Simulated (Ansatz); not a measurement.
In DFT-PBE in the program Ansatz with PAW potentials, P in the diamond structure (Fd-3m) relaxes to a = 5.496 Å. P has 4 nearest neighbours from 2.38 Å (tetrahedral).

Electronic character: metallic (no gap).

An equation-of-state fit gives a bulk modulus of 41.5 GPa.

The start of the workflow was typed in or built on a structure type; neither database checked (COD, Materials Project) lists it. It is not the phase usual at ambient conditions (space group No. 64). The cell was relaxed with PBE under the symmetry of its start; its stability against distortions is not shown here.

Potentials: the earlier of the program's two PAW sets.
